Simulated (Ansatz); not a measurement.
# Data sheet: Sb2Mo (DFT)

Sb₂Mo:
```cif
data_Mo2Sb4
_chemical_formula_sum 'Mo2 Sb4'
_space_group_name_H-M_alt 'P 1'
_space_group_IT_number 1
_cell_length_a 6.69766
_cell_length_b 6.69766
_cell_length_c 5.97346
_cell_angle_alpha 90.000
_cell_angle_beta 90.000
_cell_angle_gamma 150.386
loop_
_space_group_symop_operation_xyz
  'x, y, z'
loop_
_atom_site_label
_atom_site_type_symbol
_atom_site_fract_x
_atom_site_fract_y
_atom_site_fract_z
_atom_site_occupancy
Mo1 Mo 0.90133 0.09867 0.49912 1
Mo2 Mo 0.09867 0.90133 0.99912 1
Sb1 Sb 0.56064 0.43936 0.36030 1
Sb2 Sb 0.43936 0.56064 0.86030 1
Sb3 Sb 0.29099 0.70901 0.21558 1
Sb4 Sb 0.70901 0.29099 0.71558 1
```

Space group Cmc2_1 (No. 36); conventional cell a = 3.4234 Å, b = 12.9505 Å, c = 5.9735 Å, α = β = γ = 90.00°.

Method: PBE (plane waves, PAW; program Ansatz). Geometry: relaxed at this level of theory. Other levels are named where they apply.

### Cell and energy

```yaml
volume_per_atom: 22.07 Å³
density: 8.51 g/cm³
Formation energy from the elements (no fitted shifts): 0.090 eV/atom
```

### Electronic structure

```yaml
electronic_character: metallic (no gap)
Density of states at the Fermi level: 0.14 states/eV per atom (mean over ±0.08 eV)
```

The start of the workflow was typed in or built on a structure type; neither database checked (COD, Materials Project) lists it. Its standing as an ambient phase is unchecked. Symmetry was held in the PBE relaxation; whether a distortion lowers the energy is not shown. The run is not spin-polarised. The references are the lowest solids computed at this level, not always the standard phases. Scalar-relativistic: spin–orbit coupling is off unless named, which matters more the heavier the elements.

Potentials: the later of the program's two PAW sets.
